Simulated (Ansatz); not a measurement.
The elements of this relaxed trial crystal are hidden behind letters.

```
lattice vectors (Å)
  -3.6012    3.6012    3.6012
   3.6012   -3.6012    3.6012
   3.6012    3.6012   -3.6012
fractional positions
X 0.0000 0.5000 0.5000
X 0.5000 0.0000 0.5000
X 0.5000 0.5000 0.0000
X 0.3227 0.3227 0.3227
X 0.0000 0.0000 0.6773
X 0.0000 0.6773 0.0000
X 0.6773 0.0000 0.0000
Z 0.0000 0.0000 0.0000
```

Computed with Ansatz, DFT PBE, scalar-relativistic, plane waves, PAW. The final run on the 8-atom cell used 420 eV, a Γ-centred 8×8×8 mesh, 0.10 eV smearing and no spin polarisation.

* Space group: I-43m (No. 217)
* Conventional cell: a = 7.202 Å
* Volume per atom: 23.35 Å³
* Density: 1.65 g/cm³
* Energy over the elements: −0.28 eV/atom
* Gap on the 8×8×8 mesh of the 8-atom cell: 0 eV (a metal)

Energies are uncorrected and count from the elements' standard states at the same level.

Question: X is an s-block element of period 3 and Z is a p-block element of period 2. Which elements are they?

Answer: X = Mg, Z = O, so the formula is Mg7O. Density times volume gives a mean mass of 1.65 × 23.35/1.6605 = 23.2 u per atom, and this set has 23.3 u. Among the elements that the hints allow, noble gases aside, only these give it. Around Mg on a site of symmetry -42m lie 4 Mg at 2.94 Å, 2 O at 3.60 Å and 8 Mg at 3.60–3.64 Å; around Mg on a site of symmetry 3m lie 1 O at 2.01 Å, 3 Mg at 2.94 Å, 3 Mg at 3.29 Å and 3 Mg at 3.64 Å; around O lie 4 Mg at 2.01 Å and 6 Mg at 3.60 Å.

Symmetry constrained the relaxation, so the result can be a saddle point.
